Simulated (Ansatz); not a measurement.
YZn (CsCl type, Pm-3m) at seven volumes, plane-wave PAW r²SCAN (Ansatz code), scaled uniformly. One row is withheld.

| V (Å³/atom) | P (GPa) |
|---|---|
| 20.606 | 7.46 |
| 21.285 | ? |
| 21.965 | 2.13 |
| 22.644 | 0.01 |
| 23.323 | -1.82 |
| 24.003 | -3.39 |
| 24.682 | -4.74 |

Task: Fit the shown pressures and predict the withheld one.

Result: P = (3/2)B₀(x^(7/2) − x^(5/2))[1 + (3/4)(B′ − 4)(x − 1)] with x = (V₀/V)^(2/3). Least squares on the six rows gives V₀ = 22.647 Å³/atom, B₀ = 65.4 GPa, B′ = 3.99. At V = 21.285, x = 1.0422 and P = 4.59 GPa. The run itself gave 4.60 GPa.

The workflow started from an entry of the Crystallography Open Database (COD). Whether it is the stable phase at ambient conditions was not checked. Symmetry was held in the r²SCAN relaxation; whether a distortion lowers the energy is not shown. The run is not spin-polarised.

Potentials: the later of the program's two PAW sets.
